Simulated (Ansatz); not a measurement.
# ZnWO4: input and output

Input file of Ansatz 0.2.0:

```yaml
crystal:
  lattice:
    - [4.85400736, -0.01321975, -0.01608189]
    - [-0.01611348, 5.86384822, -0.01571941]
    - [-0.0731374, -0.01338528, 5.0315829]
  atoms:
    - { symbol: Zn, position: [0.49804965, 0.68685544, 0.25390441] }
    - { symbol: Zn, position: [0.50182175, 0.30953821, 0.74927774] }
    - { symbol: W, position: [0.00501641, 0.17918147, 0.24803326] }
    - { symbol: W, position: [0.99544241, 0.82088007, 0.75157959] }
    - { symbol: O, position: [0.24336304, 0.35573682, 0.38464973] }
    - { symbol: O, position: [0.75981674, 0.35675322, 0.11531604] }
    - { symbol: O, position: [0.76265573, 0.64459583, 0.61013525] }
    - { symbol: O, position: [0.2447282, 0.64385801, 0.88735285] }
    - { symbol: O, position: [0.20116814, 0.89156525, 0.4758901] }
    - { symbol: O, position: [0.79625746, 0.88990282, 0.02577201] }
    - { symbol: O, position: [0.80269925, 0.11049404, 0.52397514] }
    - { symbol: O, position: [0.20315104, 0.10656874, 0.97093111] }
kpoints:
  mp_grid: { grid: [4, 3, 4], shift: [0.0, 0.5, 0.5] }
magnetization:
  spin_polarized: false
scf:
  occupations: { method: fermi_dirac }
  lower_state_search: "off"
  max_iter: 200
hamiltonian:
  pseudopotentials: { kind: paw }
  xc: r2scan
basis:
  ecutwfc: 500
  fft_grid_basis: typed
output:
  forces: true
  stress: true
  eigenvalues: true
  bader: true
  populations: true
  elf: true
  write_potential: true
  volumetric_format: npy
  dos:
    e_range: [-12, 8]
    de: 0.05
    projected: { site_lists: { O: [O], W: [W], Zn: [Zn] } }
checkpoint:
  read: saved_state
```

The saved state is an earlier solution for the same cell, perhaps on another mesh. 

Output (shortened):

```
SCF iter   1: F=-31996.0123 eV  Δρ=1.36e-3  dr2=4.18e-4  dr2_τ=1.03e-3
SCF iter   2: F=-31996.0125 eV  Δρ=7.09e-4  dr2=1.19e-4  dr2_τ=2.13e-4
SCF iter   3: F=-31996.0125 eV  Δρ=1.84e-4  dr2=3.20e-5  dr2_τ=1.06e-5
SCF iter   4: F=-31996.0125 eV  Δρ=5.85e-5  dr2=2.55e-6  dr2_τ=1.07e-6
SCF iter   5: F=-31996.0125 eV  Δρ=2.78e-5  dr2=8.31e-7  dr2_τ=1.02e-7
SCF iter   6: F=-31996.0125 eV  Δρ=6.17e-6  dr2=4.27e-8  dr2_τ=8.40e-9
Free energy (F): -31996.0125 eV
Harris-Foulkes:  -31996.0125 eV  (|F-HF|=2.86e-8)
Internal energy: -31996.0125 eV  (E = F + TS)
E sigma→0 (E₀):  -31996.0125 eV
Entropy (-TS):    0.0000 eV (-0.000 meV/atom)
Fermi energy:    8.9572 eV
--- Per-component energies (eV) ---
  E_band       = -577.3246
  E_kinetic    = 2584.1506
  E_local      = -8646.1730  (includes V_loc(G=0)·N_el)
  E_nonlocal   = 1633.6543
  E_hartree    = 3320.8875
  E_xc         = -1327.5980
  E_vxc        = -1464.2194  (∫ρ·V_xc dr)
  E_paw        = -22185.4452  (= ΣΔE_a)
  E_vpaw       = -1413.1472  (= ΣTr[D̂ρ^β])
  E_aug_tail   = 0.0079  (compensation charges beyond the density's cutoff)
  E_vtau       = 86.6399  (kinetic-family band-sum trace: ∫τ·v_τ [+ j·A + Jᵃ·Aᵃ] dr)
  E_ewald      = -7373.6999
  E_core_change = -1.7967  (= ΣΔE_core)
  E_smearing   =  0.0000  (= −TS)
--- Forces (eV/Å), atoms counted from 1 ---
  atom   1  Zn    -0.1431     0.1679    -0.1344
  atom   2  Zn    -0.0006    -0.1603     0.0839
  atom   3  W     -1.0679    -1.9792    -0.3955
  atom   4  W      2.5884     1.7537     0.3392
  atom   5  O      4.3767     4.0036     3.1724
  atom   6  O     -3.2839     3.0284    -2.6943
  atom   7  O     -4.7398    -4.3342    -3.4335
  atom   8  O      2.7488    -2.6635     2.3037
  atom   9  O      3.6945     1.0811    -5.0521
  atom  10  O     -3.9482     1.2079     5.4137
  atom  11  O     -3.9170    -1.1882     5.3774
  atom  12  O      3.6921    -0.9172    -4.9805
--- Stress (GPa, compression-positive) ---
       19.3125       4.0030      -8.3167
        4.0030      11.9882       3.1743
       -8.3167       3.1743      21.2660
  P = ⅓ Tr σ = 17.5222 GPa (175.222 kbar)
--- Bader charges: 12 sites ---
  site symbol  charge [e]  shift [e]
     0     Zn      1.4402     0.0020
     1     Zn      1.4378     0.0018
     2      W      3.1617     0.0114
     3      W      3.1634     0.0113
     4      O     -1.0895     0.0035
     5      O     -1.1026     0.0034
     6      O     -1.0865     0.0034
     7      O     -1.1112     0.0036
     8      O     -1.2098     0.0031
     9      O     -1.1971     0.0031
    10      O     -1.2031     0.0032
    11      O     -1.2033     0.0031
```

Origin: a strained cell with displaced atoms, so it need not be a known compound. Caveats: atoms or cell far from equilibrium.
